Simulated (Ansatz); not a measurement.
Given:

Yb:
```yaml
crystal:
  lattice:
    - [3.65497, 0.00000, 0.00000]
    - [-1.82748, 3.16529, 0.00000]
    - [0.00000, 0.00000, 6.03498]
  atoms:
    - { symbol: Yb, position: [0.66667, 0.33333, 0.75000] }
    - { symbol: Yb, position: [0.33333, 0.66667, 0.25000] }
```

This is the r²SCAN-relaxed structure. Tensor components refer to the Cartesian frame of this cell.

Question: All from r²SCAN in the plane-wave PAW code Ansatz, unless another level is named. Estimate the Young's modulus.

Answer: 19.7 GPa.

Question: Predict the highest zone-centre frequency.

Answer: 11.3 meV.

Question: Predict the elastic constants (relaxed ions, GPa).

Answer: C11 = 30.1, C12 = 23.3, C13 = 3.6, C33 = 47.9, C44 = 8.3.

Space group P6_3/mmc (hcp (Mg type)). The first step of the workflow began from a Materials Project structure, measured or hypothetical; the Crystallography Open Database files this formula in space group No. 194, but the cells were not matched. It is not the phase usual at ambient conditions (space group No. 225). Symmetry was held in the r²SCAN relaxation; whether a distortion lowers the energy is not shown. No spin polarisation was allowed. The 4f shell is in the valence. No Hubbard U is applied. As this level gives no gap, shear constants depend on the k-mesh and smearing (Fermi–Dirac, 0.1 eV here). Spin–orbit coupling is left out wherever it is not named.

Potentials: the later of the program's two PAW sets.
